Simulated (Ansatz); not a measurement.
Rh (fcc (Cu type), space group No. 225) at seven volumes, plane-wave PAW PBE (Ansatz code), scaled uniformly. One row is withheld.

```tsv
V (Å³/atom)	P (GPa)
12.782	30.94
13.204	18.68
13.625	8.48
14.047	0.00
14.468	-7.04
14.889	?
15.311	-17.70
```

Question: Fit the shown pressures and predict the withheld one.

Answer: P = (3/2)B₀(x^(7/2) − x^(5/2))[1 + (3/4)(B′ − 4)(x − 1)] with x = (V₀/V)^(2/3). Least squares on the six rows gives V₀ = 14.047 Å³/atom, B₀ = 257 GPa, B′ = 5.18. At V = 14.889, x = 0.9619 and P = -12.87 GPa. The run itself gave -12.88 GPa.

Space group Fm-3m (fcc (Cu type)). Symmetry was held in the PBE relaxation. The run is not spin-polarised.

Potentials: the earlier of the program's two PAW sets.
